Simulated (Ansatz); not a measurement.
# AlN (F-43m), zone-centre modes

These are results of DFT PBE, scalar-relativistic, plane waves, PAW (Ansatz), not measurements. Settings: plane waves to 420 eV, k-mesh 10×10×10 (Γ-centred), Gaussian smearing 0.05 eV. No spin polarisation.

The starting cell (as given, not relaxed at this level; this zinc-blende form isn't the usual structure):

```
Al N
1.0
     0.00000    2.18399    2.18399
     2.18399    0.00000    2.18399
     2.18399    2.18399    0.00000
Al N
1 1
Cartesian
  0.0000 0.0000 0.0000
  3.2760 3.2760 3.2760
```

Harmonic modes by finite displacements of 0.02 Å, without the LO–TO term.

Question: At this geometry, is the structure stable against these modes?

Answer: Yes: no mode is imaginary beyond 10 cm⁻¹, and only the three translations lie near zero.

Question: List the wavenumbers in cm⁻¹.

Answer: 0, 0, 0, 657, 657, 657.

Cost: 1 run of about 0.11 core-minutes, on Intel Xeon Platinum 8259CL (Skylake/Cascade Lake) (shared hosts).